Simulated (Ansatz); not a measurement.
Sn:
```xyz
2
Lattice="-2.9624 2.9624 1.6186 2.9624 -2.9624 1.6186 2.9624 2.9624 -1.6186" Properties=species:S:1:pos:R:3 pbc="T T T"
Sn     0.0000     2.9624     0.8093
Sn     0.0000     0.0000     0.0000
```

Relaxed with PBE. Special points in fractions of this cell's reciprocal vectors: Γ (0.000, 0.000, 0.000); X (0.000, 0.000, 0.500); M (-0.500, 0.500, 0.500); Z (0.325, 0.325, -0.325); Z0 (-0.325, 0.675, 0.325); P (0.250, 0.250, 0.250); N (0.000, 0.500, 0.000).

### Question
List the band energies nearest the Fermi level at these points for DFT-PBE in the program Ansatz with PAW potentials.

### Answer
In eV from the Fermi level; about four levels below and three above (degenerate sets whole), none deeper than 8.9 eV; points with the same levels are listed once.

```
k                    below                above
-  -----------------------  -------------------
Γ        -3.73 -1.84 -1.84       3.06 6.03 6.03
X              -8.64 -8.64  0.62 0.62 1.53 1.53
M  -7.41 -7.41 -4.54 -4.54  4.84 4.84 8.99 8.99
Z  -5.52 -2.85 -2.75 -2.75       2.88 5.44 5.44
P  -5.93 -5.93 -3.32 -3.32  3.46 3.46 3.77 3.77
N  -5.26 -2.32 -1.58 -1.07       2.29 2.75 4.48
```

Space group I4_1/amd (β-Sn type). The cell was relaxed with PBE under the symmetry of its start. Scalar-relativistic: spin–orbit coupling is off unless named, which matters more the heavier the elements.

Potentials: the earlier of the program's two PAW sets.
